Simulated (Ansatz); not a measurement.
BiSe2 in space group C2/m (No. 12; Pearson symbol mS24), DFT-r²SCAN+D4 in the program Ansatz with PAW potentials, all energies at zero smearing, with the estimated change up to a 700 eV cutoff added, with one set of potentials and settings (totals compare only within such a set). Cell of 12 atoms (4 Bi, 8 Se): -93475.034 eV.

| element | reference phase | E (eV/atom) |
|---|---|---|
| Bi | R-3m, 2 atoms in the cell | -12411.2119 |
| Se | P3_121, 3 atoms in the cell | -5478.2513 |

Formation energy per atom, worked out: (-93475.034 − 4×(-12411.2119) − 8×(-5478.2513))/12 = -0.348 eV/atom (-34 kJ per mol of atoms), at 0 K, without zero-point energy or fitted corrections.

The workflow started from a Materials Project entry (that database holds measured and hypothetical structures alike); the Crystallography Open Database copy checked does not list it. Whether it is the stable phase at ambient conditions was not checked. Symmetry was held in the r²SCAN+D4 relaxation; whether a distortion lowers the energy is not shown. The references are the lowest solids computed at this level, not always the standard phases. Scalar-relativistic: spin–orbit coupling is off unless named, which matters more the heavier the elements.

Potentials: the later of the program's two PAW sets.
